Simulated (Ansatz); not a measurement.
Cu (fcc, Cu type)

```
CELL_PARAMETERS angstrom
      0.00000     1.78838     1.78838
      1.78838     0.00000     1.78838
      1.78838     1.78838     0.00000
ATOMIC_POSITIONS crystal
  Cu 0.00000 0.00000 0.00000
```

The slice is a {100} plane (indices of the conventional cell) through the point (0.000, 0.000, 0.000) (fractional), spanned by u = [100] and v = [0 1 -1] in vectors of this cell: u (2.53 Å) and v (2.53 Å, at 90° to u). It covers one period; positions are fractions (u, v).

Method: r2SCAN (plane waves to 500 eV, PAW, scalar-relativistic; Ansatz, a quantum-chemistry and plane-wave program). k mesh 22×22×22. These are valence fields of a PAW run, semicore shells included where kept as valence: close to a nucleus they are smooth pseudo fields. Cu is run without spin polarisation. Cu was relaxed with its symmetry unable to fall.

Q: What is the valence density on the shortest Cu–Cu line in this plane (2.53 Å), at its midpoint?

A: 0.28 e/Å³.

Q: What is the ELF at the midpoint of the shortest Cu–Cu line in this plane (2.53 Å)?

A: 0.22.

Q: Sketch the electrostatic potential energy of an electron, from the cell's mean on this plane as a map.

A: 
```tsv
v \ u	0.00	0.14	0.29	0.43	0.57	0.71	0.86
0.86	x	x	x	8.0	8.0	x	x
0.71	x	x	5.9	10.3	10.3	5.9	x
0.57	6.7	7.9	10.3	11.7	11.7	10.3	7.9
0.43	6.7	7.9	10.3	11.7	11.7	10.3	7.9
0.29	x	x	5.9	10.3	10.3	5.9	x
0.14	x	x	x	8.0	8.0	x	x
0.00	x	x	x	6.7	6.7	x	x
```

Values: electrostatic potential energy of an electron, from the cell's mean, in eV. Points within 1 Å of a nucleus are blanked (x), as the pseudised field means little there. The zero, the cell's mean, hangs on the PAW cores.
